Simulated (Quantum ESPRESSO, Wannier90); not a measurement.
# Tight-binding from DFT: Si (P6₃/mmc, model phase)

```
begin unit_cell_cart
ang
    3.8313198051    0.0000000000    0.0000000000
   -1.9156599026    3.3180202813    0.0000000000
    0.0000000000    0.0000000000    6.3326200000
end unit_cell_cart
begin atoms_frac
Si   0.3333333333 -0.3333333333  0.0630100000
Si  -0.3333333333  0.3333333333 -0.0630100000
Si  -0.3333333333  0.3333333333 -0.4369900000
Si   0.3333333333 -0.3333333333  0.4369900000
end atoms_frac
```

Materials Project entry mp-165; symmetrised, unrelaxed at this level. This isn't the element's usual structure (diamond); take it as a model of another phase. Method: PBEsol plane waves in Quantum ESPRESSO 7.5 (PseudoDojo norm-conserving files, 29 Ry, no spin polarisation, no spin-orbit coupling), Bloch states on a 12×12×6 mesh through Γ, Wannier90 4.0.1. Density: 12×12×6 mesh, Gaussian smearing 0.01 Ry.

Bands 1-8 form an isolated set from -12.23 to 0.00 eV relative to the valence-band maximum (on the path) and are turned into 8 Wannier functions by minimising the spread from the start: SCDM (isolated).

Task: Where do the functions sit, how wide are they and what are they made of?

Result: 
```json
[
 {"functions": "6", "spread (Å²)": "2.21", "nearest atom, distance (Å)": "Si 1.18", "second atom, distance (Å)": "Si 1.18", "weight on atomic waves": "Si 3p 70 %, Si 3s 28 %"},
 {"functions": "2", "spread (Å²)": "2.30", "nearest atom, distance (Å)": "Si 1.18", "second atom, distance (Å)": "Si 1.18", "weight on atomic waves": "Si 3p 68 %, Si 3s 28 %"}
]
```

Ω_I = 16.83 Å², Ω_total = 17.87 Å²; the interpolated bands follow pw.x to 1.8 meV rms on the path. It is the lowest total spread that any start reached here.
